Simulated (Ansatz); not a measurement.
Values for one crystal, relaxed and computed with DFT-PBEsol in the program Ansatz with PAW potentials; other levels are named.

| Item | Value |
|---|---|
| Volume per atom | 11.41 Å³ |
| Electronic character | metallic (no gap) |
| Highest zone-centre frequency | 1499 cm^-1 |
| Zone-centre stability | no imaginary mode at Γ |
| Bulk modulus (Birch–Murnaghan fit) | 1620 kbar |
| Pressure derivative B′ | 3.6 |
| Formation energy from the elements (no fitted shifts) | 431 meV/atom |

Question: Pick the material that matches.
(A) HfC, P6_3mc (Hf on 2b, C on 2b)
(B) SiSn, CsCl type
(C) SiC2, P4_2/mmc (Si on 2e, C on 4i)
(D) Si2Mo, Fddd (Si on 16f, Mo on 8a)

Answer: C, SiC2, P4_2/mmc (Si on 2e, C on 4i)

The start of the workflow was typed in or built on a structure type; neither database checked (COD, Materials Project) lists it. Whether it is the stable phase at ambient conditions was not checked. The PBEsol relaxation kept the symmetry of its start. Its formation energy is positive at this level, so the cell may be metastable or incomplete. As this level gives no gap, phonon frequencies hold no LO–TO term and depend on the k-mesh and smearing (Fermi–Dirac, 0.1 eV here). The references are the lowest solids computed at this level, not always the standard phases.

Potentials: the earlier of the program's two PAW sets. The files were generated under PBE; for other functionals the program regenerates the frozen cores, and for LDA and PBEsol the local potential too.
